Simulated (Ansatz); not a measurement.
Sr$_{3}$SbN:
```xyz
5
Lattice="5.1857 0.0000 0.0000 0.0000 5.1857 0.0000 0.0000 0.0000 5.1857" Properties=species:S:1:pos:R:3 pbc="T T T"
Sr     0.0000     2.5928     2.5928
Sr     2.5928     0.0000     2.5928
Sr     2.5928     2.5928     0.0000
Sb     0.0000     0.0000     0.0000
N      2.5928     2.5928     2.5928
```

Relaxed with r²SCAN.

Task: Map the electron localisation function on the plane through (0.000, 0.500, 0.500) spanned by u = [1, 0, 0] and v = [0, 1, 1] in lattice vectors, from r²SCAN (plane waves, PAW; program Ansatz).

Result: x is the fraction of u, y of v (the angle between them is 90°; rows are the nearest grid lines); atoms in the plane: Sr at (0.00, 0.00), Sb at (0.00, 0.50), N at (0.50, 0.00).
```
| .*@@*.:*@@#: :#@@*:.*@@*. |
|*#@@@=.:*%@@%#%@@%*:.=@@@#*|
|@@@@#- :*%@@@@@@@%*: -#@@@@|
|%%#=.  :+#%%%%%%%#+:  .=#%%|
|=-:.   :=+**###**+=:   .:-=|
|  ........:::::::........  |
|###**+=:.         .:=+**###|
|%%%%##*=:.       .:=*##%%%%|
|++**#%%#*-.     .-*#%%#**++|
|-==+*#%%#+-.   .-+#%%#*+==-|
|  .-=+#%%#+-...-+#%%#+=-.  |
|   .-=*%%#*=:.:=*#%%*=-.   |
|   .-=*%%#*=:.:=*#%%*=-.   |
|  .-=+#%%#+-...-+#%%#+=-.  |
|-==+*#%%#+-.   .-+#%%#*+==-|
|++**#%%#*-.     .-*#%%#**++|
|%%%%##*=:.       .:=*##%%%%|
|###**+=:.         .:=+**###|
|  ........:::::::........  |
|=-:.   :=+**###**+=:   .:-=|
|%%#=.  :+#%%%%%%%#+:  .=#%%|
|@@@@#- :*%@@@@@@@%*: -#@@@@|
|*#@@@=.:*%@@%#%@@%*:.=@@@#*|
| .*@@*.:*@@#: :#@@*:.*@@*. |
```
Scale: ten equal steps from 0.000 (start of ' ') to 0.864 (end of '@'), in the order ' .:-=+*#%@'; x runs from 0.000 to 1.00, y from 0.000 (bottom) to 1.00 (top).

The density is the valence pseudo-density with augmentation charge, so density and ELF within about 1 Å of a nucleus are not all-electron values.

Space group Pm-3m (anti-perovskite). The workflow started from a Materials Project entry (that database holds measured and hypothetical structures alike); the Crystallography Open Database copy checked does not list it. Its standing as an ambient phase is unchecked. The cell was relaxed with r²SCAN under the symmetry of its start; its stability against distortions is not shown here. Spin–orbit coupling is left out wherever it is not named.

Potentials: the later of the program's two PAW sets.
